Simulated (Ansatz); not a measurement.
According to the program Ansatz at the PBE level (PAW), AlBRu3 in the cubic perovskite structure (Pm-3m) relaxes to a = 4.051 Å. Al has 12 nearest neighbours from 2.86 Å (cuboctahedral); B has 6 nearest neighbours from 2.03 Å (octahedral). Against the elements it lies at -0.10 eV/atom, with no fitted shifts.

Electronic character: metallic (no gap). Gap from PBE with spin–orbit coupling: none (metallic).

The bulk modulus is 225 GPa.

The start of the workflow was typed in or built on a structure type; neither database checked (COD, Materials Project) lists it. Its standing as an ambient phase is unchecked. Symmetry was held in the PBE relaxation; its stability against distortions is not shown here. No spin polarisation was allowed. The references are the lowest solids computed at this level, not always the standard phases. Scalar-relativistic: spin–orbit coupling is off unless named, which matters more the heavier the elements.

Potentials: the later of the program's two PAW sets.
